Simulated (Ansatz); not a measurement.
Input:

Relaxed Mo (bcc, W type):

```yaml
crystal:
  lattice:
    - [-3.16077, 3.16077, 3.16077]
    - [0.00000, 0.00000, 3.16077]
    - [0.00000, 3.16077, 0.00000]
  atoms:
    - { symbol: Mo, position: [0.00000, 0.00000, 0.00000] }
    - { symbol: Mo, position: [0.50000, 0.00000, 0.00000] }
```

The atoms are displaced by Q × the pattern below (from a DFPT mode at H = (0.5, 0.5, 0.5), largest move 1; Q in Å), at fixed cell. It is one choice among 3 degenerate patterns. (q is in reciprocal vectors of the primitive cell; the cell shown is doubled to hold the pattern.)

```json
[
 {"atom": "Mo1", "x": "0.000", "y": "0.000", "z": "-1.000"},
 {"atom": "Mo2", "x": "0.000", "y": "0.000", "z": "1.000"}
]
```

Calculation: PBE (plane waves to 420 eV, PAW, scalar-relativistic; Ansatz, a first-principles code). k mesh 21×21×21 (Γ-centred), Fermi-Dirac smearing 0.05 eV. E stands for the smeared free energy. With partly filled bands, energies and forces of such displacements shift with the k mesh and the smearing. Mo is run without spin polarisation. Mo was relaxed with its symmetry unable to fall. The PAW data are Ansatz's earlier set. ΔE is measured from the undisplaced structure.

The scan covers Q from -0.280 to 0.280 Å in 13 points.

Task: Which space group does the distorted structure have?

Result: P4/nmm (No. 129), lowered from Im-3m.

Task: Is this a single well or a double well?

Result: A single well with its minimum at or next to zero displacement.

Task: What is the energy change at Q = 0.280 Å?

Result: 1090 meV/cell.

(A displaced cell: forces are minus the slopes of the energy, force constants its curvatures, and phonons follow from these.)
